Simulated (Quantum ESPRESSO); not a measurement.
# Band energies of CaIn

```xyz
2
Lattice="3.8434 0.0000 0.0000 0.0000 3.8434 0.0000 0.0000 0.0000 3.8434" Properties=species:S:1:pos:R:3 pbc="T T T"
Ca     0.0000     0.0000     0.0000
In     1.9217     1.9217     1.9217
```

norm-conserving PBEsol (Quantum ESPRESSO, 70 Ry, scalar-relativistic); path ΓXMΓRX,MR; energies in eV from the Fermi level.

| k (1/Å) | point | band 8 | band 9 | band 10 | band 11 | band 12 | band 13 | band 14 | band 15 |
|---|---|---|---|---|---|---|---|---|---|
| 0.00 | Γ | -14.26 | -14.26 | -7.44 | 1.18 | 1.18 | 2.95 | 2.95 | 2.95 |
| 0.23 |  | -14.27 | -14.26 | -7.22 | 0.31 | 1.26 | 2.56 | 2.56 | 2.92 |
| 0.47 |  | -14.28 | -14.26 | -6.59 | -1.51 | 1.47 | 2.06 | 2.06 | 3.60 |
| 0.82 | X | -14.26 | -14.24 | -5.56 | -3.35 | 1.69 | 1.74 | 1.74 | 4.18 |
| 1.05 |  | -14.27 | -14.23 | -5.43 | -3.10 | 1.10 | 1.75 | 1.92 | 3.94 |
| 1.40 |  | -14.29 | -14.19 | -4.86 | -1.97 | -0.77 | 1.26 | 2.77 | 3.33 |
| 1.63 | M | -14.28 | -14.18 | -4.59 | -1.36 | -1.36 | 0.65 | 3.18 | 3.18 |
| 1.95 |  | -14.29 | -14.21 | -5.18 | -1.47 | -1.08 | 1.61 | 2.66 | 3.32 |
| 2.16 |  | -14.28 | -14.25 | -5.99 | -0.93 | -0.60 | 2.04 | 2.35 | 3.54 |
| 2.37 |  | -14.27 | -14.27 | -6.75 | 0.05 | 0.05 | 2.04 | 2.35 | 3.81 |
| 2.69 |  | -14.27 | -14.26 | -7.39 | 1.06 | 1.15 | 2.69 | 2.84 | 3.05 |
| 2.79 | Γ | -14.26 | -14.26 | -7.44 | 1.18 | 1.18 | 2.95 | 2.95 | 2.95 |
| 2.89 |  | -14.27 | -14.27 | -7.39 | 1.11 | 1.11 | 2.64 | 2.98 | 2.98 |
| 3.20 |  | -14.28 | -14.27 | -6.80 | 0.44 | 0.44 | 1.02 | 2.94 | 2.94 |
| 3.40 |  | -14.27 | -14.27 | -6.08 | -0.06 | -0.06 | 0.38 | 2.73 | 2.73 |
| 3.70 |  | -14.22 | -14.22 | -4.74 | -0.76 | -0.76 | 0.26 | 2.72 | 2.72 |
| 3.90 |  | -14.19 | -14.19 | -3.77 | -1.14 | -1.14 | -0.05 | 2.74 | 3.01 |
| 4.21 | R | -14.18 | -14.18 | -2.52 | -1.37 | -1.37 | -1.37 | 3.42 | 3.42 |
| 4.40 |  | -14.19 | -14.18 | -3.20 | -1.38 | -1.23 | -0.54 | 2.90 | 3.14 |
| 4.59 |  | -14.22 | -14.19 | -4.06 | -1.56 | -0.81 | 0.66 | 2.40 | 2.65 |
| 4.88 |  | -14.27 | -14.21 | -4.99 | -2.40 | 0.24 | 1.67 | 2.07 | 2.95 |
| 5.07 |  | -14.27 | -14.23 | -5.36 | -2.98 | 1.05 | 1.75 | 1.82 | 3.70 |
| 5.36 | X | -14.26 | -14.24 | -5.56 | -3.35 | 1.69 | 1.74 | 1.74 | 4.18 |
| 5.36 | M | -14.28 | -14.18 | -4.59 | -1.36 | -1.36 | 0.65 | 3.18 | 3.18 |
| 5.45 |  | -14.28 | -14.18 | -4.56 | -1.36 | -1.36 | 0.70 | 3.18 | 3.18 |
| 5.73 |  | -14.24 | -14.18 | -4.11 | -1.36 | -1.36 | 1.42 | 1.78 | 3.22 |
| 5.91 |  | -14.20 | -14.18 | -3.50 | -1.36 | -1.36 | 0.19 | 2.29 | 3.31 |
| 6.18 | R | -14.18 | -14.18 | -2.52 | -1.37 | -1.37 | -1.37 | 3.42 | 3.42 |

A metal at this level: along this path bands 11, 12, 13 cross the Fermi level.

Spin-orbit splittings are left out.

Geometry of the Materials Project entry, not relaxed at this level.

The structure is a Materials Project entry; no match was found in the copy of COD used, and its stability was not checked.
